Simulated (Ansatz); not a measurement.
# Computed frozen-phonon scan: GaN (zinc blende)

Relaxed GaN (zinc blende):

```yaml
crystal:
  lattice:
    - [0.00000, 4.54850, 4.54850]
    - [2.27425, 2.27425, 4.54850]
    - [2.27425, 2.27425, 0.00000]
  atoms:
    - { symbol: N, position: [0.00000, 0.75000, 0.75000] }
    - { symbol: N, position: [0.50000, 0.75000, 0.75000] }
    - { symbol: Ga, position: [0.00000, 0.00000, 0.00000] }
    - { symbol: Ga, position: [0.50000, 0.00000, 0.00000] }
```

A phonon eigenvector at X = (0.5, 0.5, 0.0) is frozen into this cell: atom i moves by Q times the vector below, so Q is the largest atomic displacement, in Å. The cell is held. (q is in reciprocal vectors of the primitive cell; the cell shown is doubled to hold the pattern.)

```json
[
 {"atom": "N1", "x": "0.000", "y": "0.000", "z": "-1.000"},
 {"atom": "N2", "x": "0.000", "y": "0.000", "z": "1.000"}
]
```

Atoms not listed stay in place.

All values below come from PBE (plane waves to 420 eV, PAW, scalar-relativistic; Ansatz, a program for electronic structure). k mesh 12×12×12 (Γ-centred), Fermi-Dirac smearing 0.05 eV. The energy includes the smearing's −TS. Stress and pressure are positive under compression. GaN was relaxed with its symmetry unable to fall. ΔE is measured from the undisplaced structure.

| Q (Å) | ΔE (meV/cell) | −dE/dQ from forces (eV/Å) | P (GPa) |
|---|---|---|---|
| -0.180 | 693 | 7.619 | 4.56 |
| -0.150 | 483 | 6.392 | 3.18 |
| -0.120 | 310 | 5.142 | 2.04 |
| -0.090 | 175 | 3.873 | 1.15 |
| -0.060 | 78 | 2.589 | 0.52 |
| -0.030 | 19 | 1.297 | 0.13 |
| 0.000 | 0 | 0.000 | 0.01 |
| 0.030 | 19 | -1.297 | 0.13 |
| 0.060 | 78 | -2.589 | 0.52 |
| 0.090 | 175 | -3.873 | 1.15 |
| 0.120 | 310 | -5.142 | 2.04 |
| 0.150 | 483 | -6.392 | 3.18 |
| 0.180 | 693 | -7.619 | 4.56 |

Summary:

```
Quantity                                                                                                             Result
-----------------------------------------------------------  --------------------------------------------------------------
Energy at Q = 0.180 Å                                                                                          693 meV/cell
Space group of the distorted cell                                                       P-4m2 (No. 115), lowered from F-43m
Symmetry of the curve                                                                         even: the same for both signs
Shape of the curve                                           a single well with its minimum at or next to zero displacement
Harmonic wavenumber from the curvature (finite differences)                                                        648 cm⁻¹
Wavenumber by perturbation theory (DFPT, on another k mesh)                                                        648 cm⁻¹
```

(A displaced cell: forces are minus the slopes of the energy, force constants its curvatures, and phonons follow from these.)
